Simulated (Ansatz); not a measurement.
SnSe:
```yaml
crystal:
  lattice:
    - [4.19170, 0.00000, 0.00000]
    - [0.00000, 4.19391, 0.00000]
    - [0.00000, 0.00000, 32.00000]
  atoms:
    - { symbol: Sn, position: [0.00000, 0.94447, 0.45799] }
    - { symbol: Sn, position: [0.50000, 0.44447, 0.54201] }
    - { symbol: Se, position: [0.00000, 0.94126, 0.54156] }
    - { symbol: Se, position: [0.50000, 0.44126, 0.45844] }
```
The layer is periodic in x and y and isolated along z.

Relaxed with LDA. Special points in fractions of this cell's reciprocal vectors: Γ (0.000, 0.000, 0.000); X (0.500, 0.000, 0.000); S (0.500, 0.500, 0.000); Y (0.000, 0.500, 0.000).

Question: List the band energies nearest the valence-band maximum at these points for LDA (plane waves, PAW; program Ansatz).

Answer: In eV from the valence-band maximum; about four levels below and three above (degenerate sets whole), none deeper than 8.9 eV; points with the same levels are listed once.

| k | below | above |
|---|---|---|
| Γ | -3.63 -3.63 -2.34 -2.34 -0.92 | 1.14 3.21 3.68 |
| X | -2.02 -2.02 -0.51 -0.51 | 1.09 1.09 1.59 1.59 |
| S | -4.00 -4.00 -2.21 -2.21 | 3.18 3.18 4.14 4.14 |
| Y | -2.02 -2.02 -0.50 -0.50 | 1.10 1.10 1.59 1.59 |

Space group Pmn2_1 (puckered). A layer that has been made, often on a substrate. The LDA relaxation kept the symmetry of its start; its stability against distortions is not shown here. Scalar-relativistic: spin–orbit coupling is off unless named, which matters more the heavier the elements.

Potentials: the later of the program's two PAW sets.
